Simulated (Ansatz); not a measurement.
Values for one crystal, relaxed and computed with plane-wave PAW r²SCAN (Ansatz code); other levels are named.

```yaml
volume_per_atom: 28.81 Å³
band_gap: 0.42 eV (direct)
Hole effective mass, band 2 of 3 at the edge: 0.26 along [100], 0.26 along [110], 0.61 along [111] (mₑ)
electron_effective_mass: 0.023 mₑ (isotropic)
valence_band_maximum: at Γ
Hole effective mass with spin–orbit coupling, band 2 of 2 at the edge: 0.015 along [100], 0.015 along [110], 0.015 along [111] (mₑ)
Gap with spin–orbit coupling: 0.20 eV
```

Problem. Which compound is it?
(A) RhI3, C2/m (Rh on 4g, I on 8j, I on 4i)
(B) BAs, zinc blende
(C) GaSb, zinc blende
(D) ZnS, zinc blende

Solution. C, GaSb, zinc blende

Space group F-43m (zinc blende). The r²SCAN relaxation kept the symmetry of its start. Spin–orbit coupling is left out wherever it is not named.

Potentials: the later of the program's two PAW sets.
